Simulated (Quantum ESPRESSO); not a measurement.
```cif
data_OsP4Si4
_chemical_formula_sum 'Si4 P4 Os1'
_space_group_name_H-M_alt 'P 1'
_space_group_IT_number 1
_cell_length_a 4.95955
_cell_length_b 5.63227
_cell_length_c 6.18560
_cell_angle_alpha 85.643
_cell_angle_beta 68.345
_cell_angle_gamma 70.860
loop_
_space_group_symop_operation_xyz
  'x, y, z'
loop_
_atom_site_label
_atom_site_type_symbol
_atom_site_fract_x
_atom_site_fract_y
_atom_site_fract_z
_atom_site_occupancy
Si1 Si 0.99553 0.99955 0.99141 1
Si2 Si 0.38899 0.37057 0.73588 1
Si3 Si 0.51500 0.62006 0.18354 1
Si4 Si 0.82163 0.80182 0.53152 1
P1 P 0.31273 0.04178 0.62255 1
P2 P 0.49395 0.25349 0.06110 1
P3 P 0.77268 0.43714 0.42680 1
P4 P 0.92046 0.66724 0.86690 1
Os1 Os 0.15194 0.02495 0.30260 1
```

The geometry is that of Materials Project entry mp-1206699, symmetrised and not relaxed again.

Question: What does LDA (Quantum ESPRESSO, PseudoDojo norm-conserving, 74 Ry, no spin-orbit coupling) give for the electronic structure near the Fermi level?

Answer: The LDA gap is indirect, 1.37 eV, from Γ to L; the smallest direct gap is 1.76 eV. Without spin-orbit coupling, band edges of such heavy elements can be off by tenths of an eV.

The structure is a Materials Project entry; no match was found in the copy of COD used, and its stability was not checked.
